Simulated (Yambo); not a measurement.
A BSE run in Yambo for PbF₂ (fluorite, space group Fm-3m, No. 225) (PBE bands; 8×8×8 mesh, 7 valence and 4 conduction bands, static screening with 31 bands and a 4 Ry block, scissor 1.95 eV, Tamm-Dancoff; field along x) gives:

| state | energy (eV) | states within 2 meV | relative strength | class |
|---|---|---|---|---|
| 1 | 5.89 | 3 | 1.00 | strong |
| 2 | 6.17 | 3 | 0.53 | strong |
| 3 | 6.28 | 1 | < 0.01 | dark |
| 4 | 6.30 | 5 | 0.06 | strong |
| 5 | 6.31 | 3 | < 0.01 | dark |

Question: What changes when the window shrinks to 3 valence and 3 conduction bands?

Answer: The lowest state goes from 5.887 eV to 5.909 eV, and its distance below the direct gap from 0.643 eV to 0.621 eV. These are vertical excitations (zero momentum); the indirect quasiparticle gap, about 6.35 eV, is smaller than the direct one (6.54 eV on the GW mesh). The scissor comes from a G0W0 run whose convergence isn't established.

Bands and orbitals come from the standard potentials; the scissor and the G0W0 gaps come from a run at the same geometry on the stringent ones, which hold whole semicore shells in the valence.

Spin-orbit coupling is not included.

Geometry relaxed with PBEsol; primitive cell a = b = c = 4.1672 Å, α = β = γ = 60.00°.
